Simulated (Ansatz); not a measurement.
BW:
```
BW
1.0
    1.58097    -4.22746     0.00000
    1.58097     4.22746     0.00000
    0.00000     0.00000     3.09555
B W
2 2
Cartesian
  1.58097  -0.51788   2.32167
  1.58097   0.51788   0.77389
  1.58097  -3.00448   2.32167
  1.58097   3.00448   0.77389
```

Relaxed with r²SCAN. Special points in fractions of this cell's reciprocal vectors: Γ (0.000, 0.000, 0.000); Y (-0.500, 0.500, 0.000); C0 (-0.285, 0.715, 0.000); Σ0 (0.285, 0.285, 0.000); Z (0.000, 0.000, 0.500); A0 (0.285, 0.285, 0.500); E0 (-0.285, 0.715, 0.500); T (-0.500, 0.500, 0.500); S (0.000, 0.500, 0.000); R (0.000, 0.500, 0.500).

Q: List the band energies nearest the Fermi level at these points for the program Ansatz at the r²SCAN level (PAW).

A: In eV from the Fermi level; about four levels below and three above (degenerate sets whole), none deeper than 8.9 eV; points with the same levels are listed once.

| k | below | above |
|---|---|---|
| Γ | -2.92 -1.42 -0.81 -0.07 | 1.14 1.35 2.31 |
| Y | -5.00 -3.77 -0.77 -0.27 | 0.86 0.95 2.11 |
| C0 | -2.65 -2.65 -1.60 -0.74 | 1.52 2.53 2.55 |
| Z | -5.50 -5.50 -4.07 -4.07 | 2.23 2.23 2.60 2.60 |
| A0 | -5.36 -5.36 -3.30 -3.30 | 1.70 1.70 2.85 2.85 |
| T | -3.44 -3.44 -1.26 -1.26 | 0.04 0.04 2.72 2.72 |
| S | -3.32 -2.62 -0.64 -0.10 | 1.43 1.64 2.61 |
| R | -5.54 -5.54 -3.47 -3.47 | 2.42 2.42 2.96 2.96 |

Space group Cmcm. The workflow started from a Materials Project entry (that database holds measured and hypothetical structures alike); the Crystallography Open Database copy checked does not list it. COD files the formula under space group No. 141. Whether it is the stable phase at ambient conditions was not checked. The cell was relaxed with r²SCAN under the symmetry of its start; its stability against distortions is not shown here. The run is not spin-polarised. Scalar-relativistic: spin–orbit coupling is off unless named, which matters more the heavier the elements.

Potentials: the later of the program's two PAW sets.
